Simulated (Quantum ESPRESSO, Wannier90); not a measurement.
CsAsF6 (R-3), plane waves to Wannier functions

```
begin unit_cell_cart
ang
    3.8558601241    2.2261818806    2.6220500000
   -3.8558601241    2.2261818806    2.6220500000
    0.0000000000   -4.4523637612    2.6220500000
end unit_cell_cart
begin atoms_frac
Cs   0.5000000000  0.5000000000  0.5000000000
As   0.0000000000  0.0000000000  0.0000000000
F    0.1895900000  0.2754800000 -0.0776600000
F   -0.1895900000 -0.2754800000  0.0776600000
F   -0.0776600000  0.1895900000  0.2754800000
F    0.0776600000 -0.1895900000 -0.2754800000
F    0.2754800000 -0.0776600000  0.1895900000
F   -0.2754800000  0.0776600000 -0.1895900000
end atoms_frac
```

Structure: Materials Project mp-9820, symmetrised, not relaxed again. Not found in the COD (Crystallography Open Database) copy used; not checked further. Method: LDA plane waves in Quantum ESPRESSO 7.5 (PseudoDojo norm-conserving files, 68 Ry, no spin polarisation, no spin-orbit coupling), Bloch states on a 4×4×4 mesh through Γ, Wannier90 4.0.1. Density: 6×6×6 mesh, cold smearing 0.01 Ry. Spin-orbit coupling is left out although heavy elements are present.

Band 34 is isolated and gives one Wannier function a cell (As2 4s 45 %, F5 2p 7 %, F4 2p 7 %; spread 3.17 Å²). Its on-site energy is ε = 6.128 eV relative to the valence-band maximum, and its hoppings t(R) = t(−R) to the nearer images are (images within this range that aren't listed have |t| under 5 meV):

| R (lattice vectors; −R alike) | distance (Å) | t (eV) |
|---|---|---|
| 0 0 1 | 5.17 | -0.051 |
| 0 1 0 | 5.17 | -0.051 |
| 1 0 0 | 5.17 | -0.051 |
| 0 1 1 | 6.88 | -0.023 |
| 1 0 1 | 6.88 | -0.023 |
| 1 1 0 | 6.88 | -0.023 |
| 0 1 -1 | 7.71 | -0.012 |
| 1 -1 0 | 7.71 | -0.012 |
| 1 0 -1 | 7.71 | -0.012 |

Task: Work out the band energy at Γ, L, T, P_0 from these numbers.

Result: For one orbital E(k) = ε + Σ_R 2 t(R) cos(2π k·R), the sum over the listed R.
- Γ, k = (0.000, 0.000, 0.000): E = 6.128 + (-0.051)·(6.00) + (-0.023)·(6.00) + (-0.012)·(6.00) = 5.61 eV; pw.x: 5.51 eV
- L, k = (0.500, 0.000, 0.000): E = 6.128 + (-0.051)·(2.00) + (-0.023)·(-2.00) + (-0.012)·(-2.00) = 6.10 eV; pw.x: 6.21 eV
- T, k = (0.500, -0.500, 0.500): E = 6.128 + (-0.051)·(-6.00) + (-0.023)·(6.00) + (-0.012)·(6.00) = 6.22 eV; pw.x: 6.33 eV
- P_0, k = (0.398, -0.602, 0.398): E = 6.128 + (-0.051)·(-4.81) + (-0.023)·(1.70) + (-0.012)·(6.00) = 6.26 eV; pw.x: 6.33 eV

At these points the listed shells miss the plane-wave band by up to 0.12 eV, of a width of 0.82 eV on the path. With all its hoppings the model misses the band by 5.0 meV at worst on the whole path, so most of the miss comes from the hoppings not listed.
